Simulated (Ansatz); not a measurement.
BaTiO3 (space group Amm2)

```xyz
5
Lattice="3.9231 0.0000 0.0000 0.0000 2.7941 2.7992 0.0000 -2.7941 2.7992" Properties=species:S:1:pos:R:3 pbc="T T T"
Ba     0.0000     0.0000     0.0098
Ti     1.9615     0.0000     2.8663
O      1.9615     1.3811     4.1324
O      1.9615    -1.3811     4.1324
O      0.0000     0.0000     2.7422
```

All values below come from LDA (plane waves to 420 eV, PAW, scalar-relativistic; Ansatz, a first-principles code). Harmonic phonons by density-functional perturbation theory on a 6×6×6 k mesh, in cm⁻¹; i marks imaginary ones, q is in fractions of the reciprocal vectors of the cell shown, and the three acoustic modes at Γ are left out. The non-analytic (LO-TO) term is not included, so polar modes at Γ have their transverse values. BaTiO3 is run without spin polarisation. BaTiO3 was relaxed with its symmetry unable to fall. This is one of several known forms of BaTiO3; the measured ambient cells at hand have space group No. 99.

**Question.** Does any mode at Γ, Z = (0.5, 0.0, 0.0), S = (0.0, 0.5, 0.0), R = (0.5, 0.5, 0.0) come out imaginary?

**Answer.** Unstable at this level: the lowest mode is 71i cm⁻¹ at Γ.

**Question.** List the wavenumbers at Γ, Z = (0.5, 0.0, 0.0), S = (0.0, 0.5, 0.0), R = (0.5, 0.5, 0.0), with degeneracies.

**Answer.** 
| q | wavenumbers (cm⁻¹) |
|---|---|
| Γ | 71i, 171, 177, 179, 200, 240, 284, 290, 297, 482, 485, 511 |
| Z = (0.5, 0.0, 0.0) | 111, 111, 150, 173, 181, 240, 269, 285, 322, 338, 340, 453, 479, 529, 684 |
| S = (0.0, 0.5, 0.0) | 62, 110, 113, 151, 178, 209, 249, 272, 322, 337, 338, 451, 466, 513, 716 |
| R = (0.5, 0.5, 0.0) | 109, 111, 112, 188, 202, 273, 286, 346, 350, 383, 421, 449, 470, 515, 749 |
